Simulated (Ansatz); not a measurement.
CaO (rock salt, Fm-3m), the program Ansatz at the LDA level (PAW), all energies at zero smearing, with the estimated change up to a 700 eV cutoff added, with one set of potentials and settings (totals compare only within such a set). Cell of 2 atoms (1 Ca, 1 O): -2331.649 eV.

```csv
element,reference phase,E (eV/atom)
Ca,"Fm-3m, 1 atoms in the cell",-1772.6031
O,"C2/m, 4 atoms in the cell, spin-polarised",-552.6518
```

Formation energy per atom, worked out: (-2331.649 − 1×(-1772.6031) − 1×(-552.6518))/2 = -3.197 eV/atom (-308 kJ per mol of atoms), at 0 K, without zero-point energy or fitted corrections.

The cell was relaxed with LDA under the symmetry of its start; phonons on a q-mesh show no instability. The references are the lowest solids computed at this level, not always the standard phases (solids in place of the gases).

Potentials: the later of the program's two PAW sets.
